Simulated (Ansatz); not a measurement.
NiSe:
```
NiSe
1.0
    3.65002     0.00000     0.00000
   -1.82501     3.16101     0.00000
    0.00000     0.00000     5.09909
Se Ni
2 2
Direct
  0.33333   0.66667   0.25000
  0.66667   0.33333   0.75000
  0.00000   0.00000   0.00000
  0.00000   0.00000   0.50000
```

Relaxed with PBEsol. Special points in fractions of this cell's reciprocal vectors: Γ (0.000, 0.000, 0.000); M (0.500, 0.000, 0.000); K (0.333, 0.333, 0.000); A (0.000, 0.000, 0.500); L (0.500, 0.000, 0.500); H (0.333, 0.333, 0.500).

List the band energies nearest the Fermi level at these points for the program Ansatz at the PBEsol level (PAW).

In eV from the Fermi level; about four levels below and three above (degenerate sets whole), none deeper than 8.9 eV; points with the same levels are listed once.

| k | below | above |
|---|---|---|
| Γ | -1.48 -1.48 -1.28 -1.28 -0.06 | 0.26 1.55 1.55 |
| M | -1.49 -1.31 -1.28 -0.97 | 0.75 1.93 4.10 |
| K | -0.84 -0.84 -0.32 -0.32 | 3.06 7.00 8.38 8.38 |
| A | -2.06 -2.06 -2.06 -2.06 -1.56 -1.56 | 0.75 0.75 0.75 0.75 |
| L | -1.66 -1.66 -0.35 -0.35 | 0.38 0.38 3.76 3.76 |
| H | -1.44 -1.44 -1.25 -1.25 | 1.78 1.78 5.88 5.88 |

Space group P6_3/mmc (NiAs type). The workflow started from an entry of the Crystallography Open Database (COD, 293 K). Its standing as an ambient phase is unchecked. The cell was relaxed with PBEsol under the symmetry of its start; of distortions, only those at the zone centre were tested. The workflow began spin-polarised and lost its moments. Scalar-relativistic: spin–orbit coupling is off unless named, which matters more the heavier the elements.

Potentials: the later of the program's two PAW sets.
